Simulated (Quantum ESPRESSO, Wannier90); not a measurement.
# Wannier functions of Cs2O2 (Immm)

Cell from Materials Project (mp-7896), symmetrised, no further relaxation. Not found in the COD (Crystallography Open Database) copy used; not checked further. Computed values, not measurements, from PBEsol: Quantum ESPRESSO (norm-conserving PseudoDojo potentials, cutoff 68 Ry, no spin polarisation, no spin-orbit coupling) on a Γ-centred 8×8×8 mesh, then Wannier90. Density: 8×8×8 mesh, cold smearing 0.01 Ry. Spin-orbit coupling is left out although heavy elements are present.

```
begin unit_cell_cart
ang
   -4.3337100000    0.0000000000    0.0000000000
   -2.1668550000   -3.2186850000    3.7788300000
   -2.1668550000    3.2186850000    3.7788300000
end unit_cell_cart
mp_grid = 8 8 8
```

Neighbour vectors b of the finite-difference formula (Å⁻¹), by shell:

| shell | b_x | b_y | b_z |
|---|---|---|---|
| 1 | 0.00000 | 0.12201 | 0.10392 |
| 1 | 0.00000 | -0.12201 | 0.10392 |
| 1 | 0.00000 | -0.12201 | -0.10392 |
| 1 | 0.00000 | 0.12201 | -0.10392 |
| 2 | 0.00000 | 0.00000 | 0.20784 |
| 2 | 0.00000 | 0.00000 | -0.20784 |
| 3 | -0.18123 | 0.00000 | -0.10392 |
| 3 | -0.18123 | 0.00000 | 0.10392 |
| 3 | 0.18123 | 0.00000 | 0.10392 |
| 3 | 0.18123 | 0.00000 | -0.10392 |

Q: Find the weights w_b from the completeness condition Σ_b w_b b_α b_β = δ_αβ.

A: Shell 1: Σ b_x² = 0.000, Σ b_y² = 0.060, Σ b_z² = 0.043 Å⁻²
Shell 2: Σ b_x² = 0.000, Σ b_y² = 0.000, Σ b_z² = 0.086 Å⁻²
Shell 3: Σ b_x² = 0.131, Σ b_y² = 0.000, Σ b_z² = 0.043 Å⁻²
Each of the three diagonal sums, weighted, has to give 1 and the off-diagonal ones 0, which holds for w_1 = 16.8 Å², w_2 = -0.63 Å², w_3 = 7.61 Å². Check on xx: 16.79×0.000 + -0.63×0.000 + 7.61×0.131 = 1.00.

On this mesh the 7 functions of bands 3-4,11-15 (valence bands; start: SCDM (isolated), conv_tol = 1.0e-6) end with spreads 1.4255, 1.4218, 1.4258, 1.4222, 1.4571, 1.4566, 1.5758 Å², Ω_I = 9.7474 Å² and Ω_D = 0.0021 Å².

Ω_total is the sum of the spreads, 10.185 Å². Ω_OD = Ω_total − Ω_I − Ω_D = 0.435 Å². Only (Ω_D + Ω_OD)/Ω_total = 4.3 % depends on the gauge, and another start could lower the total by that share at most. The rms radius is √(Ω_total/7) = 1.21 Å.
